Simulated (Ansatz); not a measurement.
Clean, relaxed (111) surface of Ta, space group Fm-3m (No. 225) (top face towards +c; atoms held fixed, by place in the list: 1, 2):

```
Ta
1.0
     2.95259    0.00000    0.00000
    -1.47629    2.55702    0.00000
     0.00000    0.00000   24.23233
Ta
4
Direct
  0.66667 0.33333 0.35077
  0.33333 0.66667 0.45026
  0.00000 0.00000 0.54964
  0.66667 0.33333 0.64860
```

Computed with Ansatz, DFT PBEsol, scalar-relativistic, plane waves, PAW. Settings: cutoff 420 eV, Γ-centred mesh 12×12×1 on the computed 4-atom cell, Gaussian smearing of 0.10 eV; no spin polarisation. The cell repeats along c with a dipole correction in the vacuum.

H (atom) is put at the bridge (Ta-Ta) at (0.17, 0.83) site, one adsorbate per 7.5 Å², and relaxed. E_ads counts from the clean slab and the free adsorbate (spin-polarised where it has unpaired electrons); negative means bound. Heights count from the highest slab atom after relaxation. Bonded neighbours lie within 1.25 times the sum of covalent radii (1.35 for H) and, on that scale, within 12 % of the closest. With the adsorbate the cell is lengthened along c to keep the vacuum.

Question: How strongly does it bind, and where does its anchoring atom end?

Answer: -3.65 eV; at (0.19, 0.81), 3 bonded neighbours (Ta), largest slab move 1.0 Å.

Question: How high does its anchoring atom sit over the highest slab atom, and what is the shortest contact with the surface?

Answer: 1.06 Å; H–Ta 2.00 Å.

Question: The clean face has a work function of 4.73 eV. How does the adsorbate change it?

Answer: By -0.26 eV.

Each end is the local minimum or symmetric point that its start leads to. This isn't the usual crystal structure of Ta. The slab is only 7.2 Å thick, so the energies aren't converged with thickness.

The adsorbed runs have no spin polarisation, so weakly bound open-shell ends lie too high.